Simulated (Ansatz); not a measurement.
BN in space group P6_3mc (No. 186; Pearson symbol hP12) is relaxed with DFT-PBE+D3(BJ) in the program Ansatz with PAW potentials. What lattice parameters of the conventional cell result?

a = 2.506 Å, c = 19.800 Å.

Is it a metal or does it have a gap at this level?

A gap of 4.16 eV, indirect.

The start of the workflow was typed in or built on a structure type. Its sites differ from those of the usual phase in this space group: another stacking or structure type. The PBE+D3(BJ) relaxation kept the symmetry of its start; its stability against distortions is not shown here.

Potentials: the earlier of the program's two PAW sets.
